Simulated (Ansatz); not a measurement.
**Nb: from a starting cell to a relaxed one**

The start is a generated cell, Nb placed in the AFLOW prototype A_hR12_166_2h (as in B). A full variable-cell relaxation at zero pressure is run with PBE (plane waves to 420 eV, PAW, scalar-relativistic; Ansatz, an electronic-structure program). The first steps use a coarse 5×5×5 k-mesh.

The start:
```yaml
crystal:
  lattice:
    - [3.31618, 1.91460, 5.66012]
    - [-3.31618, 1.91460, 5.66012]
    - [0.00000, -3.82920, 5.66012]
  atoms:
    - { symbol: Nb, position: [0.01040, 0.65729, 0.01040] }
    - { symbol: Nb, position: [0.01040, 0.01040, 0.65729] }
    - { symbol: Nb, position: [0.65729, 0.01040, 0.01040] }
    - { symbol: Nb, position: [0.98960, 0.34271, 0.98960] }
    - { symbol: Nb, position: [0.98960, 0.98960, 0.34271] }
    - { symbol: Nb, position: [0.34271, 0.98960, 0.98960] }
    - { symbol: Nb, position: [0.22060, 0.63230, 0.22060] }
    - { symbol: Nb, position: [0.22060, 0.22060, 0.63230] }
    - { symbol: Nb, position: [0.63230, 0.22060, 0.22060] }
    - { symbol: Nb, position: [0.77940, 0.36770, 0.77940] }
    - { symbol: Nb, position: [0.77940, 0.77940, 0.36770] }
    - { symbol: Nb, position: [0.36770, 0.77940, 0.77940] }
```

By how much does the energy per atom fall from start to end?

About 1.9 eV/atom.

How does the volume change?

+20.7 %, from 17.97 to 21.70 Å³/atom.

How do the shortest distances between atoms change?

The closest pairs of elements (up to four, under 3.6 Å), start → end: Nb–Nb 2.31 → 2.71 Å.

What band gap does the relaxed structure have at this level?

Zero (metallic).

The space group stays R-3m (No. 166) (the run could not lower it), with 12 atoms in the primitive cell. Final values are on a 8×8×8 k-mesh of the relaxed cell. The start holds a very short contact (Nb–Nb 2.31 Å). No spin polarisation in the result.

The run could not lose the symmetry of its start, so the end can be a saddle point.

The relaxed structure here is a generated cell of Nb: the first start was made by placing the elements on the sites of a structure type, and the end was not matched to a known phase here, so it may be hypothetical. Known forms of Nb include space group No. 229.
